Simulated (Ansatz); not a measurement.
SrO:
```yaml
crystal:
  lattice:
    - [0.00000, 2.56135, 2.56135]
    - [2.56135, 0.00000, 2.56135]
    - [2.56135, 2.56135, 0.00000]
  atoms:
    - { symbol: Sr, position: [0.50000, 0.50000, 0.50000] }
    - { symbol: O, position: [0.00000, 0.00000, 0.00000] }
```

Relaxed with PBEsol.

Give the optical modes at the zone centre with their infrared activity from DFPT, plane-wave PAW PBEsol (Ansatz code).

Transverse frequencies, without the LO–TO term; a row sums one degenerate level.

| ω (cm⁻¹) | degeneracy | IR ((D/Å)²/amu) | activity | symmetry |
|---|---|---|---|---|
| 203 | 3 | 30.88 | IR | T1u |

How high does the top mode go among those that the LO–TO term moves?

458 cm⁻¹ for q along x.

Space group Fm-3m (rock salt). The PBEsol relaxation kept the symmetry of its start.

Potentials: the earlier of the program's two PAW sets. The files were generated under PBE; for other functionals the program regenerates the frozen cores, and for LDA and PBEsol the local potential too.
